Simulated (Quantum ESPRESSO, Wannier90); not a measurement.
Ni (fcc (Cu type)): Wannier90 run

```
begin unit_cell_cart
ang
    0.0000000000    1.7375750000    1.7375750000
    1.7375750000    0.0000000000    1.7375750000
    1.7375750000    1.7375750000    0.0000000000
end unit_cell_cart
begin atoms_frac
Ni   0.0000000000  0.0000000000  0.0000000000
end atoms_frac
```

Materials Project entry mp-23; symmetrised, unrelaxed at this level. This is the element's usual structure. Method: PBEsol plane waves in Quantum ESPRESSO 7.5 (PseudoDojo norm-conserving files, 79 Ry, spinors with spin-orbit coupling, ferromagnetic start along z), Bloch states on a 10×10×10 mesh through Γ, Wannier90 4.0.1. Density: 20×20×20 mesh, cold smearing 0.01 Ry. Only the ferromagnetic state was computed.

A tight-binding model is made by disentanglement and projection with no localisation steps (num_iter = 0), so the 18 orbitals stay atom-like: hydrogen-like Ni: s;p;d, axes along x, y, z; frozen window up to 3.00 eV relative to the Fermi level. It follows pw.x to 6.1 meV rms for states up to 1.0 eV relative to the Fermi level. Matrix elements depend on this choice of orbitals and windows.

The 20 largest hoppings ⟨m,0|H|n,R⟩ between different sites (one of each Hermitian pair; signs follow the real orbitals' lobes; the list may end inside a set of equal values):

```json
[
 {"m": "Ni1 px↓", "n": "Ni1 py↓", "R": "0 0 1", "distance of the centres (Å)": "2.46", "t (eV)": "2.524", "Im t (eV)": "-0.021"},
 {"m": "Ni1 py↓", "n": "Ni1 px↓", "R": "0 0 1", "distance of the centres (Å)": "2.46", "t (eV)": "2.524", "Im t (eV)": "0.021"},
 {"m": "Ni1 px↓", "n": "Ni1 py↓", "R": "1 -1 0", "distance of the centres (Å)": "2.46", "t (eV)": "-2.524", "Im t (eV)": "-0.021"},
 {"m": "Ni1 py↓", "n": "Ni1 px↓", "R": "1 -1 0", "distance of the centres (Å)": "2.46", "t (eV)": "-2.524", "Im t (eV)": "0.021"},
 {"m": "Ni1 pz↑", "n": "Ni1 py↑", "R": "0 1 -1", "distance of the centres (Å)": "2.46", "t (eV)": "-2.524", "Im t (eV)": "0.000"},
 {"m": "Ni1 py↑", "n": "Ni1 pz↑", "R": "0 1 -1", "distance of the centres (Å)": "2.46", "t (eV)": "-2.524", "Im t (eV)": "0.000"},
 {"m": "Ni1 pz↑", "n": "Ni1 px↑", "R": "0 1 0", "distance of the centres (Å)": "2.46", "t (eV)": "2.524", "Im t (eV)": "0.000"},
 {"m": "Ni1 px↑", "n": "Ni1 pz↑", "R": "0 1 0", "distance of the centres (Å)": "2.46", "t (eV)": "2.524", "Im t (eV)": "0.000"},
 {"m": "Ni1 pz↑", "n": "Ni1 px↑", "R": "1 0 -1", "distance of the centres (Å)": "2.46", "t (eV)": "-2.524", "Im t (eV)": "0.000"},
 {"m": "Ni1 px↑", "n": "Ni1 pz↑", "R": "1 0 -1", "distance of the centres (Å)": "2.46", "t (eV)": "-2.524", "Im t (eV)": "0.000"},
 {"m": "Ni1 pz↑", "n": "Ni1 py↑", "R": "1 0 0", "distance of the centres (Å)": "2.46", "t (eV)": "2.524", "Im t (eV)": "0.000"},
 {"m": "Ni1 py↑", "n": "Ni1 pz↑", "R": "1 0 0", "distance of the centres (Å)": "2.46", "t (eV)": "2.524", "Im t (eV)": "0.000"},
 {"m": "Ni1 pz↓", "n": "Ni1 py↓", "R": "0 1 -1", "distance of the centres (Å)": "2.46", "t (eV)": "-2.523", "Im t (eV)": "0.000"},
 {"m": "Ni1 py↓", "n": "Ni1 pz↓", "R": "0 1 -1", "distance of the centres (Å)": "2.46", "t (eV)": "-2.523", "Im t (eV)": "0.000"},
 {"m": "Ni1 pz↓", "n": "Ni1 px↓", "R": "0 1 0", "distance of the centres (Å)": "2.46", "t (eV)": "2.523", "Im t (eV)": "0.000"},
 {"m": "Ni1 px↓", "n": "Ni1 pz↓", "R": "0 1 0", "distance of the centres (Å)": "2.46", "t (eV)": "2.523", "Im t (eV)": "0.000"},
 {"m": "Ni1 pz↓", "n": "Ni1 px↓", "R": "1 0 -1", "distance of the centres (Å)": "2.46", "t (eV)": "-2.523", "Im t (eV)": "0.000"},
 {"m": "Ni1 px↓", "n": "Ni1 pz↓", "R": "1 0 -1", "distance of the centres (Å)": "2.46", "t (eV)": "-2.523", "Im t (eV)": "0.000"},
 {"m": "Ni1 pz↓", "n": "Ni1 py↓", "R": "1 0 0", "distance of the centres (Å)": "2.46", "t (eV)": "2.523", "Im t (eV)": "0.000"},
 {"m": "Ni1 py↓", "n": "Ni1 pz↓", "R": "1 0 0", "distance of the centres (Å)": "2.46", "t (eV)": "2.523", "Im t (eV)": "0.000"}
]
```
